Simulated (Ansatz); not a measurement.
Given:

Starting cell, TiB₂ (AlB2 type, space group P6/mmm):

```yaml
crystal:
  lattice:
    - [3.02469, 0.00000, 0.00000]
    - [-1.51235, 2.61946, 0.00000]
    - [0.00000, 0.00000, 3.22263]
  atoms:
    - { symbol: Ti, position: [0.00000, 0.00000, 0.00000] }
    - { symbol: B, position: [0.33333, 0.66667, 0.50000] }
    - { symbol: B, position: [0.66667, 0.33333, 0.50000] }
```

Scan: atom 3 (B, nearest neighbour B at 1.746 Å; its periodic images, 3.0 Å or more away, move with it) is displaced along Cartesian [110], direction (0.707, 0.707, 0.000) in Cartesian axes, by s. The other atoms stay.

Computed with r2SCAN (plane waves to 500 eV, PAW, scalar-relativistic; Ansatz, a program for electronic structure). k mesh 14×14×12 (Γ-centred), Fermi-Dirac smearing 0.05 eV. The energy includes the smearing's −TS. Left out: 1 of 11 points, with atoms too close for the PAW data. With partly filled bands, energies and forces of such displacements shift with the k mesh and the smearing. TiB2 is run without spin polarisation. TiB2 was relaxed with its symmetry unable to fall. The zero of ΔE is the undisplaced structure.

The scan covers s from -0.520 to 0.416 Å in 10 points.

### Question
Is this a single well or a double well?

### Answer
A single well with its minimum at or next to zero displacement.

### Question
Is the energy the same for displacements of ±0.416 Å, and if not, which side lies higher?

### Answer
Not even: the positive side lies higher at ±0.416 Å. With its periodic images moving along, the atom's site symmetry in this cell is -6m2.

### Question
What is the energy change at s = 0.416 Å?

### Answer
2293 meV/cell.

### Question
What force acts on the atom along the line at s = -0.520 Å?

### Answer
8.23 eV/Å.

### Question
What is the force constant k = d²E/ds² of this move at s = 0?

### Answer
19.4 eV/Å².

(For displaced atoms, the force is minus the slope of the energy, and its curvature is a force constant, which sets phonon frequencies.)
